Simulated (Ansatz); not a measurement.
Input file for Ansatz (a program for electronic structure):

Ansatz 0.2 input:
```yaml
crystal:
  lattice:
    - [2.9768836425, 0.0, 0.0]
    - [-1.4884418212, 2.5780568585, 0.0]
    - [0.0, 0.0, 5.1255360265]
  atoms:
    - { symbol: Zn, position: [0.0, 0.0, 0.0] }
    - { symbol: Zn, position: [0.0, 0.0, 0.5] }
    - { symbol: O, position: [0.3333333333, 0.6666666667, 0.25] }
    - { symbol: O, position: [0.6666666667, 0.3333333333, 0.75] }
kpoints:
  mp_grid: { grid: [11, 11, 6] }
hamiltonian:
  xc: r2scan
  pseudopotentials: { kind: paw }
scf:
  occupations: { method: fixed }
checkpoint: { read: static.run }
output: { write_density: true, elf: true, volumetric_format: npy }
basis: { fft_grid_basis: typed }
```

Output (shortened):

```
Pseudopotential: Zn, paw, valence charge 12
Pseudopotential: O, paw, valence charge 6
Functional definition: r2SCAN
Crystal: 4 atoms, lattice volume = 39.336 Å³
Basis set: ecut = 500 eV, 1015 PW (Γ), exchange–correlation on 96×96×160 points (64 copies of the dense FFT grid, shifted against one another)
Bands: 22, of which v1, the nominal top of the filled ones, is band 18 counted from 1 (17 counted from 0)
Symmetry: 24 space group operations
Space group: P63/mmc (ITA 194), of the structure as read, at distance tolerance 3.4e-5 Å
k-points: 64 of 726
Stability of the state it starts from, as read at its close in the unpolarized treatment …
iter 1 solved again at ethr=7.67e-8 eV; its pass at ethr=3.10e-3 eV (dr2=2.76e-5 eV) is discarded
SCF iter   1: F=—  HF=-7789.067818 eV  |F-HF|=—  |Δ(HF+E_count)|=         —  Δρ=7.42e-7  dr2=2.03e-10  dr2_τ=1.23e-11  ethr=7.67e-8  ⟨swp⟩=3.0  Hψ=9506  notcnv=0  defer=127
preconditioner: auto → none
SCF iter   2: F=-7789.067818 eV  HF=-7789.067818 eV  |F-HF|=2.36e-10  |Δ(HF+E_count)|=   2.69e-9  Δρ=9.99e-7  dr2=2.83e-10  dr2_τ=3.45e-11  ethr=1.00e-12  ⟨swp⟩=7.7  Hψ=6755  notcnv=0
SCF 1 converged in 2 iterations: F = -7789.067818 eV  dr2 = 2.83e-10
SCF converged after 2 iterations
Free energy (F): -7789.067818 eV
Harris-Foulkes:  -7789.067818 eV  (|F-HF|=2.36e-10)
Internal energy: -7789.067818 eV  (E = F + TS)
E sigma→0 (E₀):  -7789.067818 eV
Fermi energy:    9.590562 eV
--- Per-component energies (eV) ---
  E_band       = 136.593857
  E_kinetic    = 614.216314
  E_local      = -3480.072174  (includes V_loc(G=0)·N_el)
  E_nonlocal   = 1346.150870
  E_hartree    = 1435.025763
  E_xc         = -393.136790
  E_vxc        = -315.874392  (∫ρ·V_xc dr)
  E_paw        = -4033.052393  (= ΣΔE_a)
  E_vpaw       = -916.703171  (= ΣTr[D̂ρ^β])
  E_aug_tail   = 0.001953  (compensation charges beyond the density's cutoff)
  E_vtau       = 18.823020  (kinetic-family band-sum trace: ∫τ·v_τ [+ j·A + Jᵃ·Aᵃ] dr)
  E_ewald      = -3277.772242
  E_core_change = -0.429119  (= ΣΔE_core)
  E_smearing   =  0.000000  (= −TS)
  E_closure    =  0.000000  (closes the sum)
  Σ components = -7789.067818   (vs F -7789.067818, Δ=0.00e0)
  [band-id]    e_kinetic+e_local+e_nonlocal+2·e_hartree+e_vxc+e_vpaw+e_augmentation_tail+e_vtau = 136.593946   (vs E_band 136.593857, Δ=8.90e-5)
--- Band table (eV; the first three rows and the last of 64) ---
  k-point 0: bands = ["-9.8975", "-8.7364", "2.1346", "3.6169", "3.6169", "3.8625", "4.5276", "4.5276", "4.5840", "4.5840", "5.0136", "5.0136", "6.0076", "7.9113", "8.3183", "8.3183", "9.5906", "9.5906", "10.9472", "15.9826", "19.1284", "24.5821"]
  k-point 1: bands = ["-9.8303", "-8.8277", "2.3438", "3.6750", "3.6750", "3.8827", "4.5232", "4.5232", "4.5496", "4.5496", "4.9499", "4.9499", "5.9365", "7.3358", "8.4320", "8.4320", "9.5239", "9.5239", "11.5925", "15.7591", "19.3814", "24.6905"]
  k-point 2: bands = ["-9.6405", "-9.0650", "2.8948", "3.8402", "3.8402", "3.8583", "4.3394", "4.3394", "4.6118", "4.6118", "4.8230", "4.8230", "5.7953", "6.3848", "8.7121", "8.7121", "9.3322", "9.3322", "12.8192", "15.0915", "20.1648", "23.1937"]
  k-point 63: bands = ["-8.4319", "-8.4319", "3.2935", "3.2935", "3.7076", "3.7076", "3.9578", "3.9578", "4.6931", "4.6931", "5.1067", "5.1067", "5.6520", "5.6520", "6.3547", "6.3547", "9.2157", "9.2157", "17.3168", "17.3168", "18.6848", "18.6848"]
```

Cost: very roughly 5 core-seconds on shared cores.

Space group P6_3/mmc (NiAs type). The start of the workflow was typed in or built on a structure type; the Crystallography Open Database copy checked does not list it. It is not the phase usual at ambient conditions (space group No. 186). The r²SCAN relaxation kept the symmetry of its start; whether a distortion lowers the energy is not shown.

Potentials: the later of the program's two PAW sets.

Ansatz is a plane-wave DFT program.
